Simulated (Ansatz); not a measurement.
Polymorphs of Co2Si, each relaxed with plane-wave PAW PBEsol (Ansatz code):

A: P4/nmm
a = 3.4063 Å, b = 3.4063 Å, c = 5.6950 Å, α = 90.00°, β = 90.00°, γ = 90.00°

```csv
atom,site,symmetry,x,y,z
Co,2a,-4m2,0.0000,0.0000,0.0000
Co,2c,4mm,0.5000,0.0000,0.3431
Si,2c,4mm,0.0000,0.5000,0.2667
```

B: Pnma
a = 4.8067 Å, b = 3.6712 Å, c = 6.9701 Å, α = 90.00°, β = 90.00°, γ = 90.00°

```json
[
 {"atom": "Co", "site": "4c", "symmetry": ".m.", "x": "0.1733", "y": "0.2500", "z": "0.4350"},
 {"atom": "Co", "site": "4c", "symmetry": ".m.", "x": "0.0379", "y": "0.2500", "z": "0.7811"},
 {"atom": "Si", "site": "4c", "symmetry": ".m.", "x": "0.1996", "y": "0.2500", "z": "0.1050"}
]
```

Problem. Put the candidates in order of energy per atom at 0 K, lowest first, for PBEsol.

Solution. B (+0 meV/atom), A (+176 meV/atom)

Spin orders computed, not proven ground states: A ferromagnetic; B ferromagnetic. Constructed cells (a structure type filled with these elements, in neither database checked): A. All cells were relaxed under the symmetry of their starts (and spin orders); stability against distortions was not tested throughout.

Energies hold the estimated change up to a 700 eV cutoff; steps of a few meV lie near the error of the meshes.

Potentials: the later of the program's two PAW sets.
